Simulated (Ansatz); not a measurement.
# The polar optical mode of NaF at 18.4 GPa, worked through

The calculation used DFT LDA, scalar-relativistic, plane waves, PAW in Ansatz. Plane waves to 420 eV; Γ-centred k mesh 10×10×10; fixed occupations. No spin polarisation. Phonons by linear response, acoustic sum rule imposed.

The cell is fixed (symmetry leaves no force on the atoms) and stands under 18.4 GPa:
```
Na F
1.0
     0.00000    2.11210    2.11210
     2.11210    0.00000    2.11210
     2.11210    2.11210    0.00000
Na F
1 1
Direct
  0.00000 0.00000 0.00000
  0.50000 0.50000 0.50000
```

The cell is the ideal cubic rocksalt prototype.

Linear response gives ν_TO = 407.5 cm⁻¹, Born charges ±0.965 e (positive on Na) and ε∞ = 1.970. The primitive cell holds 18.844 Å³, and the masses are 22.990 and 18.998 amu.

Q: Find ν_LO and the static dielectric constant.

A: The long-wave field adds a restoring force: ω_LO² − ω_TO² = Z*²e²/(ε_vac ε∞ μV). In these units ν_LO² − ν_TO² = 4.92064×10⁷ Z*²/(μ V ε∞) cm⁻², with μ = m₁m₂/(m₁ + m₂) = 10.402 amu: 118557 cm⁻². So ν_LO = √(407.5² + 118557) = 533.5 cm⁻¹, and the run gives 533.5. Lyddane–Sachs–Teller then gives ε0 = ε∞ (ν_LO/ν_TO)² = 3.38, against 3.38 in the run (it forms both from the same three quantities, so the match checks the arithmetic only). Between ν_TO and ν_LO the dielectric function is negative and an undamped crystal reflects fully: a reststrahlen band from 18.7 to 24.5 μm.

Q: What do the Clausius–Mossotti polarisability and the Szigeti charge come to?

A: With the Lorentz local field, α = (3V/4π)(ε∞ − 1)/(ε∞ + 2) = 1.10 Å³ for the pair, and e_S = 3Z*/(ε∞ + 2) = 0.73 e. The Born charge includes the electrons' response to the dipole's own local field, and e_S takes that enhancement out. The Lorentz field assumes point-like polarisable ions, a fair picture at this small ε∞.

Q: How strongly does a slow electron couple to the LO mode?

A: For one isotropic parabolic band, Fröhlich's constant is α_F = (1/ε∞ − 1/ε0) √(m* Ry/ħω_LO), with Ry = 13.606 eV, ħω_LO = 66.1 meV and m* in free-electron masses: α_F = 0.2115 × 14.34 × √m* = 3.03 √m*. The band mass isn't part of this run; for m* = 0.1, 0.3 and 1 it gives 0.96, 1.66, 3.03. In weak coupling the polaron lies α_F ħω_LO below the band edge (110 meV at m* = 0.3) with a mass m*(1 + α_F/6); past α_F of about 5 or 6 that expansion fails. A semilocal functional's ε∞ tends to be too large, which taken alone lowers α_F.

Cost: 1 run of about 3.7 core-minutes, on Intel Xeon Processor @ 2.50GHz (Skylake/Cascade Lake) (shared hosts).